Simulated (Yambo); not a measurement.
G0W0@PBEsol for V2Cd2O7 (space group C2/m, No. 12) in Yambo (2×2×2 mesh, 8 Ry block, plasmon pole, screening fixed), without a terminator:

```csv
bands N in G,"gap (0, 0, -0.5) → (-0.5, -0.5, 0) (eV)",shift of the valence edge (eV)
132,4.479,0.117
210,4.499,-0.142
314,4.503,-0.305
```

Task: Extrapolate both columns to infinite N with E(N) = E∞ + A/N, test the form, and compare with the terminator.

Result: From two points, E∞ = (N2 E2 − N1 E1)/(N2 − N1). The two largest N give 4.51 eV for the gap and -0.63 eV for the shift; the two smallest give 4.53 eV and -0.58 eV. For the gap the slopes A are -7.1 and -2.5 eV: the form isn't reached, and its limit is uncertain. For the shift the slopes A are 92 and 100 eV: the 1/N form holds. With the Bruneval-Gonze terminator and 314 bands the run gives 4.42 eV and -0.50 eV, 0.09 eV and 0.13 eV from the extrapolated values: the terminator too is an estimate of the remainder. Block, mesh and the bands in W are held fixed.

Spin-orbit coupling is not included.

Geometry of the Materials Project entry, not relaxed at this level; primitive cell a = 5.746 Å, b = 5.746 Å, c = 5.007 Å, α = 98.00°, β = 98.00°, γ = 104.15°.

The structure is a Materials Project entry; no match was found in the copy of COD used, and its stability was not checked.

The runs are not spin-polarised; magnetic order was not tried.

A shift is the quasiparticle energy of the state minus its PBEsol energy.
